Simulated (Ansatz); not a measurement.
A geometry of AlCo away from equilibrium: step 2 of the relaxation of a generated cell, AlCo built in the AFLOW prototype AB_tP4_129_c_c (B11, as in TiCu). Level of theory: r2SCAN (plane waves to 500 eV, PAW, scalar-relativistic; Ansatz, an electronic-structure program). Γ-centred k-mesh 16×16×8 on the run's cell, Fermi–Dirac smearing 0.05 eV.

```xyz
4
Lattice="2.9928 0.0000 0.0000 0.0000 2.9928 0.0000 0.0000 0.0000 5.6153" Properties=species:S:1:pos:R:3:forces:R:3 pbc="T T T" free_energy=-11344.844 pressure_GPa=0.7
Al     1.4964     0.0000     3.6623    0.0000    0.0000    0.2413
Al     0.0000     1.4964     1.9530    0.0000    0.0000   -0.2413
Co     1.4964     0.0000     0.6147    0.0000    0.0000    1.1573
Co     0.0000     1.4964     5.0006    0.0000    0.0000   -1.1573
```

Positions in Å, forces in eV/Å, free energy of the cell in eV (comparable only within this code, potentials and settings). Largest force: 1.16 eV/Å, on Co3, Co4 (atoms numbered as listed); the geometry lies 0.03 eV/atom above the end of its relaxation.

Spin-polarised start, with parallel moments on Co.

Spin state reached: ferromagnetic (net 0.70 μB/atom), from parallel starting moments; other spin orders were not run from this start. r2SCAN tends to overstate moments in metals.

The run could not lose the symmetry of its start: the end is stationary, and may be a saddle point rather than a minimum.

The end of the path is a generated cell of AlCo: the first start was made by placing the elements on the sites of a structure type, and the end was not matched to a known phase here, so it may be hypothetical. Known forms of AlCo include space group No. 221.
